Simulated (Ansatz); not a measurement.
Here is the system:

Mo (bcc (W type), Im-3m), a = b = c = 3.1507 Å, α = β = γ = 90.00°; the cell used has 1 atom.

This is the r²SCAN-relaxed structure.

Q: All from r²SCAN in the plane-wave PAW code Ansatz, unless another level is named. Estimate the density of states at the Fermi level.

A: 0.55 states/eV per atom (mean over ±0.08 eV).

Q: What about the gap with spin–orbit coupling?

A: none (metallic).

The cell was relaxed with r²SCAN under the symmetry of its start. No spin polarisation was allowed. Spin–orbit coupling is left out wherever it is not named.

Potentials: the earlier of the program's two PAW sets.
